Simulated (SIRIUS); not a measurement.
**One base run on CoSi₂ (Fm-3m, 3 atoms in the cell; from Materials Project mp-2379) and variants with one or two settings moved**

```
CELL_PARAMETERS angstrom
      0.00000     2.65642     2.65642
      2.65642     0.00000     2.65642
      2.65642     2.65642     0.00000
ATOMIC_POSITIONS crystal
  Co 0.00000 0.00000 0.00000
  Si 0.75000 0.75000 0.75000
  Si 0.25000 0.25000 0.25000
```

Base run A: PBE, GBRV PBE ultrasoft pseudopotentials in SIRIUS 7.12.0, self-consistent single point.

Its settings: parameters.ngridk = 12 12 12; parameters.xc_functionals = [XC_GGA_X_PBE, XC_GGA_C_PBE]; parameters.gk_cutoff = 6.325 1/bohr; parameters.pw_cutoff = 14.143 1/bohr; parameters.smearing = fermi_dirac; parameters.smearing_width = 0.00499791 Ha; potentials = GBRV PBE ultrasoft pseudopotentials; parameters.electronic_structure_method = pseudopotential; parameters.num_bands = 17; parameters.num_mag_dims = 0; parameters.num_dft_iter = 100; parameters.energy_tol = 1e-07 Ha; parameters.density_tol = 1e-06; mixer.type = broyden2; mixer.beta = 0.3; mixer.use_hartree = true.

The run has no spin polarisation, so moments on Co cannot form. The structure comes from a collection of computed structures, made at another level of theory; the collection holds predicted forms beside known ones.

ΔF is the free energy per atom less that of run A. 

```
run                           change  ΔF (meV/atom)  pressure (GPa)  largest force (eV/Å)  k-points  rough cost (cheapest run = 1)
---  -------------------------------  -------------  --------------  --------------------  --------  -----------------------------
A                               base           0.00            5.09                 0.000        72                              1
B    lattice vector c scaled by 0.99            5.8            7.18                 0.129       476                              6
C    lattice vector c scaled by 1.01           -2.2            3.16                 0.114       476                              6
D    lattice vector a scaled by 0.99            5.8            7.18                 0.129       476                              6
E    lattice vector a scaled by 1.01           -2.2            3.16                 0.114       476                              6
F    lattice vector b scaled by 0.99            5.8            7.18                 0.129       476                              6
G    lattice vector b scaled by 1.01           -2.2            3.16                 0.114       476                              6
```

Run G against A: The free energy drops by 2.2 meV/atom, the pressure goes from 5.09 to 3.16 GPa and the largest force goes from 0.000 to 0.114 eV/Å.

Run B against A: The free energy rises by 5.8 meV/atom, the pressure goes from 5.09 to 7.18 GPa and the largest force goes from 0.000 to 0.129 eV/Å.
